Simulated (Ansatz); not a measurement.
Consider the following.

Pt (fcc, Cu type)

```cif
data_Pt4
_chemical_formula_sum 'Pt4'
_space_group_name_H-M_alt 'Fm-3m'
_space_group_IT_number 225
_space_group_name_Hall '-F 4 2 3'
_cell_length_a 3.94001
_cell_length_b 3.94001
_cell_length_c 3.94001
_cell_angle_alpha 90.000
_cell_angle_beta 90.000
_cell_angle_gamma 90.000
loop_
_atom_site_label
_atom_site_type_symbol
_atom_site_symmetry_multiplicity
_atom_site_Wyckoff_symbol
_atom_site_fract_x
_atom_site_fract_y
_atom_site_fract_z
_atom_site_occupancy
Pt1 Pt 4 a 0.00000 0.00000 0.00000 1
```
(The calculation used a cell of 1 atom; values per cell refer to that cell.)

Equation-of-state scan: isotropic scaling of the cell above, V₀ being its volume. Symmetry pins the atoms to their sites.

Computed with r2SCAN (plane waves to 500 eV, PAW, scalar-relativistic; Ansatz, a first-principles code). k mesh 20×20×20 (Γ-centred), Fermi-Dirac smearing 0.05 eV. Energies are smeared free energies. Stress and pressure are positive under compression. Pt is run without spin polarisation. Pt was relaxed with its symmetry unable to fall. Spin-orbit coupling is left out, though Pt is heavy. The PAW data are Ansatz's earlier set. ΔE is measured from the relaxed starting cell.

The scan covers V/V₀ from 0.900 to 1.100 in 13 points.

**Question.** What is ΔE at V/V₀ = 1.100?

**Answer.** 105 meV/atom.

**Question.** What is ΔE at V/V₀ = 0.900?

**Answer.** 162 meV/atom.

**Question.** What pressure does the cell carry at V/V₀ = 0.900?

**Answer.** 38.0 GPa.

(A scan under strain: stresses follow from slopes of the energy per volume, elastic moduli from its curvatures.)
